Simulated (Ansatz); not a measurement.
GaN:
```cif
data_Ga4N4
_chemical_formula_sum 'Ga4 N4'
_space_group_name_H-M_alt 'P 1'
_space_group_IT_number 1
_cell_length_a 5.46815
_cell_length_b 5.46815
_cell_length_c 3.18251
_cell_angle_alpha 90.000
_cell_angle_beta 90.000
_cell_angle_gamma 90.000
loop_
_space_group_symop_operation_xyz
  'x, y, z'
loop_
_atom_site_label
_atom_site_type_symbol
_atom_site_fract_x
_atom_site_fract_y
_atom_site_fract_z
_atom_site_occupancy
Ga1 Ga 0.32086 0.67914 0.00000 1
Ga2 Ga 0.67914 0.32086 0.00000 1
Ga3 Ga 0.82086 0.82086 0.50000 1
Ga4 Ga 0.17914 0.17914 0.50000 1
N1 N 0.31717 0.31717 0.00000 1
N2 N 0.68283 0.68283 0.00000 1
N3 N 0.18283 0.81717 0.50000 1
N4 N 0.81717 0.18283 0.50000 1
```

Relaxed with r²SCAN. The program Ansatz at the r²SCAN level (PAW) gives a gap of 2.34 eV.

**Question.** What gap does HSE06 give on the same cell (Ansatz, PAW)?

**Answer.** 3.19 eV, 0.85 eV more. The hybrid was solved on a coarser mesh and at special points; its gap is the smallest among all of these.

```csv
k,v1 r²SCAN,c1 r²SCAN,v1 HSE06,c1 HSE06
Γ,-0.01,2.34,-0.01,3.19
Z,-1.97,6.23,?,?
M,-1.16,5.20,?,?
A,-1.48,4.95,?,?
R,-1.10,5.93,-1.16,6.73
X,-0.60,4.68,?,?
```

**Question.** Top valence (v1) and lowest conduction level (c1) in eV from each method's valence maximum (which need not be a listed point): supply the withheld HSE06 values.

**Answer.** 
- Z, v1 HSE06: -2.09
- Z, c1 HSE06: 7.06
- A, v1 HSE06: -1.55
- A, c1 HSE06: 5.73
- X, v1 HSE06: -0.64
- X, c1 HSE06: 5.57
- M, v1 HSE06: -1.23
- M, c1 HSE06: 6.07

Cost on shared cores: the r²SCAN run (SCF on a 5×5×9 mesh, then bands and DOS) very roughly 100 core-seconds, the HSE06 run (SCF on 3×3×5, then a few points) about 4 core-minutes (a rough figure); the tasks are unlike.

Space group P4_2/mnm. The start of the workflow was typed in or built on a structure type; neither database checked (COD, Materials Project) lists it. It is not the phase usual at ambient conditions (space group No. 186, 216). The cell was relaxed with r²SCAN under the symmetry of its start; its stability against distortions is not shown here. Scalar-relativistic: spin–orbit coupling is off unless named, which matters more the heavier the elements.

Potentials: the later of the program's two PAW sets.
